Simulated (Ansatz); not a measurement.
BaZrO3:
```
BaZrO3
1.0
    4.22721     0.00000     0.00000
    0.00000     4.22721     0.00000
    0.00000     0.00000     4.22721
Ba Zr O
1 1 3
Direct
  0.00000   0.00000   0.00000
  0.50000   0.50000   0.50000
  0.50000   0.00000   0.50000
  0.00000   0.50000   0.50000
  0.50000   0.50000   0.00000
```

Plane-wave PAW PBE (Ansatz code) gives a gap of 3.18 eV without spin–orbit coupling, maximum at R, minimum at Γ.

### Question
What happens when spin–orbit coupling is switched on?

### Answer
The gap drops by 0.03 eV, to 3.15 eV; maximum at R, minimum at Γ.

### Question
Give the electron effective mass with spin–orbit coupling, band 1 of 2 at the edge.

### Answer
0.87 along [100], 0.64 along [110], 0.54 along [111] (mₑ).

### Question
Give the electron effective mass with spin–orbit coupling, band 2 of 2 at the edge.

### Answer
0.36 along [100], 0.42 along [110], 0.48 along [111] (mₑ).

Space group Pm-3m (cubic perovskite). The PBE relaxation kept the symmetry of its start. The run is not spin-polarised.

Potentials: the later of the program's two PAW sets.
